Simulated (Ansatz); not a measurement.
All numbers below come from DFT PBE, scalar-relativistic, plane waves, PAW in Ansatz. Settings: cutoff 420 eV, Γ-centred meshes spaced at most about 0.3 Å⁻¹, and about 0.25 Å⁻¹ or finer for metals (2π included), Gaussian smearing. No spin polarisation in the final relaxations.

All energies are static (0 K, no zero-point motion). All come from trial cells, and lower structures may exist.

**Question.** Order these relaxed structures of Sn₃Te by energy, lowest first, with the energy over the lowest of them.
A.

```
CELL_PARAMETERS angstrom
3.82670 0.00000 0.00000
0.00000 3.82670 0.00000
0.00000 0.00000 7.70890
ATOMIC_POSITIONS crystal
Sn 0.50000 0.50000 0.75363
Sn 0.00000 0.00000 0.50000
Sn 0.50000 0.50000 0.24637
Te 0.00000 0.00000 0.00000
```

B.

```
CELL_PARAMETERS angstrom
-3.12843 3.12843 3.12843
3.12843 -3.12843 3.12843
3.12843 3.12843 -3.12843
ATOMIC_POSITIONS crystal
Sn 0.00000 0.50000 0.50000
Sn 0.50000 0.00000 0.50000
Sn 0.50000 0.50000 0.00000
Te 0.00000 0.00000 0.00000
```

C.

```
CELL_PARAMETERS angstrom
0.00000 3.83054 3.83054
3.83054 0.00000 3.83054
3.83054 3.83054 0.00000
ATOMIC_POSITIONS crystal
Sn 0.75000 0.75000 0.75000
Sn 0.25000 0.25000 0.25000
Sn 0.00000 0.00000 0.00000
Te 0.50000 0.50000 0.50000
```

D.

```
CELL_PARAMETERS angstrom
4.87802 0.00000 0.00000
0.00000 4.87802 0.00000
0.00000 0.00000 4.87802
ATOMIC_POSITIONS crystal
Sn 0.00000 0.50000 0.50000
Sn 0.50000 0.00000 0.50000
Sn 0.50000 0.50000 0.00000
Te 0.00000 0.00000 0.00000
```

**Answer.** B (0 meV/atom), A (118 meV/atom), C (148 meV/atom), D (160 meV/atom). Forms: B Im-3m; A Sn and Te ordered on bcc sites, P4/mmm; C BiF3 (D0_3) type, Fm-3m; D Cu3Au (L1_2) type, Pm-3m. Counting Sn atoms around Te (those within 1.25 times the shortest such distance or 1.15 times the sum of covalent radii; a plus sign parts nearer from farther groups; the shortest distance is added where it exceeds 1.18 times the sum of covalent radii): B has Te 6; A has Te 8+2 from 3.3 Å; C has Te 8+6 from 3.3 Å; D has Te 12 from 3.4 Å.

The k mesh leaves some 4 meV/atom of noise in the energy of each metallic cell. These runs have no spin–orbit coupling, which can matter for Te. Cells relaxed within their symmetry can be saddle points. Some types were kept out of the candidates beforehand, so the set may lack a known form.
